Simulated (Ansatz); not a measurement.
A plane-wave DFT run in Ansatz 0.2.0 (scalar-relativistic PAW potentials unless the input names others): input and command.

```yaml
crystal:
  lattice:
    - [4.668420868, 0.0, 0.0]
    - [0.0, 4.668420868, 0.0]
    - [0.0, 0.0, 9.336841736]
  atoms:
    - { symbol: INx, position: [0.0, 0.5, 0.2449488834] }
    - { symbol: In, position: [0.0, 0.5, 0.7449488834] }
    - { symbol: In, position: [0.5, 0.0, 0.2449488834] }
    - { symbol: In, position: [0.5, 0.0, 0.7449488834] }
    - { symbol: In, position: [0.5, 0.5, -0.0156803072] }
    - { symbol: In, position: [0.5, 0.5, 0.4843196928] }
    - { symbol: Se, position: [0.0, 0.0, 0.037485909] }
    - { symbol: Se, position: [0.0, 0.0, 0.537485909] }
basis:
  ecutwfc: 420
kpoints:
  mp_grid: { grid: [10, 10, 6] }
hamiltonian:
  xc: pbesol
scf:
  occupations: { method: gaussian, width: 0.15 }
  max_iter: 100
output:
  forces: true
  eigenvalues: true
  stress: true
```

```bash
ansatz run input.yaml --threads 2 --pin off --max-ram 5120MiB --backend cpu --events-out ev --progress --plain --runs-dir out
```

**Question.** What will the program do with this input?

**Answer.** The program refuses it, because of an unknown element (crystal.atoms[0].symbol: "In" → "INx"). With the sound run's settings it is accepted.

Abridged log:
```
Error: YAML parse error: error: line 7 column 17: `INx` is not an element symbol (H … Og, case-exact)
 --> <input>:7:17
  |
5 |     - [0.0, 0.0, 9.336841736]
6 |   atoms:
7 |     - { symbol: INx, position: [0.0, 0.5, 0.2449488834] }
  |                 ^ `INx` is not an element symbol (H … Og, case-exact)
8 |     - { symbol: In, position: [0.0, 0.5, 0.7449488834] }
9 |     - { symbol: In, position: [0.5, 0.0, 0.2449488834] }
  |
```